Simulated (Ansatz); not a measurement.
Values for one crystal, relaxed and computed with plane-wave PAW r²SCAN (Ansatz code); other levels are named.

- Volume per atom: 15.54 Å³
- Band gap: 4.03 eV (indirect)
- Smallest direct gap on the standard path: 4.39 eV
- Conduction-band minimum: on the Γ–X line, 57 % of the way from Γ (4 equivalent valleys)
- Pressure derivative B′: 4.9
- Valence-band maximum: at Γ
- HSE06 gap on the r²SCAN cell: 4.51 eV

Q: Pick the material that matches.
A) K2MgH4, I4/mmm (K on 4e, Mg on 2a, H on 4c, H on 4e)
B) YN, NiAs type
C) KF, rock salt
D) GdHSe, P-6m2 (Gd on 1a, H on 1c, Se on 1f)

A: A, K2MgH4, I4/mmm (K on 4e, Mg on 2a, H on 4c, H on 4e)

The first step of the workflow began from a Materials Project structure, measured or hypothetical; the Crystallography Open Database files this formula in space group No. 139, but the cells were not matched. Its standing as an ambient phase is unchecked. The r²SCAN relaxation kept the symmetry of its start; its stability against distortions is not shown here.

Potentials: the later of the program's two PAW sets.
